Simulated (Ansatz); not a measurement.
**InSb3: an elastic constant from a strain scan**

These are results of DFT PBEsol+D3(BJ), scalar-relativistic, plane waves, PAW in Ansatz, not measurements. Settings: plane waves to 420 eV, k-mesh 12×12×12 (Γ-centred), Gaussian smearing 0.15 eV. No spin polarisation. Energies are free energies at this smearing, counted from the undisturbed cell; pressure is positive in compression.

Reference structure (relaxed at this level; with this scan's settings it stands at 0.3 GPa; it needn't be the usual structure):

```
CELL_PARAMETERS angstrom
0.00000 3.66207 3.66207
3.66207 0.00000 3.66207
3.66207 3.66207 0.00000
ATOMIC_POSITIONS crystal
In 0.00000 0.00000 0.00000
Sb 0.25000 0.25000 0.25000
Sb 0.75000 0.75000 0.75000
Sb 0.50000 0.50000 0.50000
```

The cell is strained by ε times the Voigt pattern (1, -1, 0, 0, 0, 0) (xx, yy, zz, yz, xz, xy; engineering shear) with fractional coordinates fixed. The cell holds 4 atoms in V0 = 98.22 Å³. The stress column is τ = (1/V0) dE/dε, got from the stress tensor σ (compression positive) at each point as −det(1 + εP) σ : P(1 + εP)⁻¹, with P the pattern as a tensor.

```csv
ε,ΔE (meV/atom),τ (GPa)
-0.0350,4.015,-1.799
-0.0300,2.757,-1.469
-0.0250,1.773,-1.101
-0.0200,1.059,-0.775
-0.0150,0.566,-0.521
-0.0100,0.245,-0.325
-0.0050,0.060,-0.160
0.0000,0.000,0.000
0.0050,0.060,0.160
0.0100,0.245,0.325
0.0150,0.566,0.521
0.0200,1.059,0.775
0.0250,1.773,1.101
0.0300,2.757,1.469
0.0350,4.015,1.799
0.0400,?,?
```

Which combination of elastic constants does this scan measure, and how large is it?

For small ε, τ = τ0 + Kε with K = pᵀCp, which for this pattern is 2(C11 − C12) in the cubic axes. The parabola through τ at ε = -0.0050, 0 and 0.0050 has slope K = 32 GPa at zero. The energies per cell, E = NΔE, of the wider pair ε = ±0.0300 give K = 2[E(ε₊)/ε₊ − E(ε₋)/ε₋]/[(ε₊ − ε₋)V0] = 40 GPa; energies this small carry numerical noise (the number of plane waves changes with the cell), and higher-order terms add over long steps.

Predict the withheld row at ε = 0.0400 from the harmonic law, and compare.

ΔE = V0(τ0 ε + Kε²/2)/N = 3.921 meV/atom and τ = 1.28 GPa. The calculation gives 5.493 meV/atom and 2.04 GPa: the energy lies 40 % above the harmonic value.

In a metal these slopes depend on the k mesh and the smearing.

Cost: 9 runs of about 2.2 core-minutes in all, on AMD EPYC 9R45 (Zen 5) (shared hosts).